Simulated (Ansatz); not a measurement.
SnPt:
```xyz
4
Lattice="4.1369 0.0000 0.0000 -2.0685 3.5827 0.0000 0.0000 0.0000 5.4774" Properties=species:S:1:pos:R:3 pbc="T T T"
Sn     2.0685     1.1942     4.1080
Sn     0.0000     2.3884     1.3693
Pt     0.0000     0.0000     2.7387
Pt     0.0000     0.0000     0.0000
```

Relaxed with r²SCAN. Special points in fractions of this cell's reciprocal vectors: Γ (0.000, 0.000, 0.000); M (0.500, 0.000, 0.000); K (0.333, 0.333, 0.000); A (0.000, 0.000, 0.500); L (0.500, 0.000, 0.500); H (0.333, 0.333, 0.500).

List the band energies nearest the Fermi level at these points for plane-wave PAW r²SCAN (Ansatz code).

In eV from the Fermi level; about four levels below and three above (degenerate sets whole), none deeper than 8.9 eV; points with the same levels are listed once.

```
k                    below                          above
-  -----------------------  -----------------------------
Γ  -3.41 -3.41 -2.08 -2.08                 1.25 1.79 1.79
M  -2.06 -1.99 -1.85 -1.52                 1.12 2.74 5.48
K  -2.53 -2.15 -2.15 -0.98            0.60 0.60 2.59 2.59
A  -3.56 -3.56 -3.56 -3.56  1.15 1.15 4.19 4.19 4.19 4.19
L  -3.12 -3.12 -2.71 -2.71            1.69 1.69 3.62 3.62
H  -1.51 -1.51 -1.15 -1.15            6.59 6.59 7.76 7.76
```

Space group P6_3/mmc (NiAs type). The first step of the workflow began from a Materials Project structure, measured or hypothetical; the Crystallography Open Database files this formula in space group No. 194, but the cells were not matched. Whether it is the stable phase at ambient conditions was not checked. The r²SCAN relaxation kept the symmetry of its start; whether a distortion lowers the energy is not shown. The run is not spin-polarised. Scalar-relativistic: spin–orbit coupling is off unless named, which matters more the heavier the elements.

Potentials: the later of the program's two PAW sets.
